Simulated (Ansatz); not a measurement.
Input and command of a plane-wave DFT calculation in Ansatz:

```yaml
crystal:
  lattice:
    - [7.9516874651, 0.0, 0.0]
    - [-3.9758437326, 6.8863633477, 0.0]
    - [0.0, 0.0, 6.9561179292]
  atoms:
    - { symbol: Cs, position: [0.3333333333, 0.0, 0.25] }
    - { symbol: Cs, position: [0.0, 0.3333333333, 0.25] }
    - { symbol: Cs, position: [0.6666666667, 0.6666666667, 0.25] }
    - { symbol: Cs, position: [0.6666666667, 0.0, 0.75] }
    - { symbol: Cs, position: [0.3333333333, 0.3333333333, 0.75] }
    - { symbol: Cs, position: [0.0, 0.6666666667, 0.75] }
    - { symbol: Ag, position: [0.0, 0.0, 0.25] }
    - { symbol: Ag, position: [0.0, 0.0, 0.75] }
basis:
  ecutwfc: 420
kpoints:
  mp_grid: { grid: [3, 3, 4] }
hamiltonian:
  xc: pbe
scf:
  occupations: { method: gaussian, width: 0.1 }
  lower_state_search: "off"
output:
  forces: true
  stress: true
  eigenvalues: true
relax:
  adjacent_minimum: "off"
  f_tol: 0.04
  max_steps: 70
  cell: { stress_tol: 0.4 }
```

```bash
ansatz run input.yaml --threads 1 --pin off --max-ram 2560MiB --backend cpu --events-out ev --progress --plain --runs-dir out
```

Processor: Intel(R) Xeon(R) Platinum 8488C (Sapphire Rapids), 1 thread, on a host shared with other jobs.

Task: How long does it run, and how much memory does it take?

Result: About 6.8 min on 1 thread of Intel(R) Xeon(R) Platinum 8488C (Sapphire Rapids) (shared host), peak memory 0.85 GiB. It solves 56 bands at 9 k points (the mesh reduced by the symmetry that the task leaves, which can be less than the crystal's) with about 12049 plane waves (on the last cell), in 129 SCF iterations over 16 ionic steps.
